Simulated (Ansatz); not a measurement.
The relaxed structure here is a generated cell of Ta: the first start was made by placing the elements on the sites of a structure type, and the end was not matched to a known phase here, so it may be hypothetical. Known forms of Ta include space group No. 229.

One starting cell of Ta (a generated trial cell of Ta in the AFLOW prototype A_oF8_70_a) was relaxed twice with Ansatz (plane waves, PAW, scalar-relativistic): with PBEsol at 420 eV and with PBE at 420 eV. The PBEsol result:

Ta has the orthorhombic space group Fddd, origin choice 1 (No. 70), Pearson symbol oF8. Lattice parameters: a = 2.842 Å, b = 5.157 Å, c = 9.838 Å, α = β = γ = 90.00°. Ta on 8a has 10 Ta at 2.842–2.944 Å and 4 Ta at 3.500 Å. (Neighbours: up to the widest gap in distance over summed covalent radii, below 1.35, at either atom.)
(The calculation used a cell of 2 atoms; values per cell refer to that cell.)

```json
[
 {"quantity": "space group", "PBEsol": "Fddd", "PBE": "Fddd"},
 {"quantity": "volume (Å³/atom)", "PBEsol": "18.02", "PBE": "…"},
 {"quantity": "a (Å)", "PBEsol": "2.842", "PBE": "…"},
 {"quantity": "b (Å)", "PBEsol": "5.157", "PBE": "…"},
 {"quantity": "c (Å)", "PBEsol": "9.838", "PBE": "…"},
 {"quantity": "gap (eV, no spin-orbit coupling)", "PBEsol": "0.00", "PBE": "…"}
]
```

What does PBE give for the same quantities?


- volume (Å³/atom), PBE: 18.66
- a (Å), PBE: 2.885
- b (Å), PBE: 5.198
- c (Å), PBE: 9.957
- gap (eV, no spin-orbit coupling), PBE: 0.00

Both levels end in the same structure; PBE's volume is 3.6 % larger. Neither column is exact.

No spin polarisation in the result.

The run could not lose the symmetry of its start; a randomly shaken copy of 4 atoms returns to this structure.

All atoms sit on sites fixed by symmetry, so only the cell could relax.

Ansatz is a program for electronic structure.
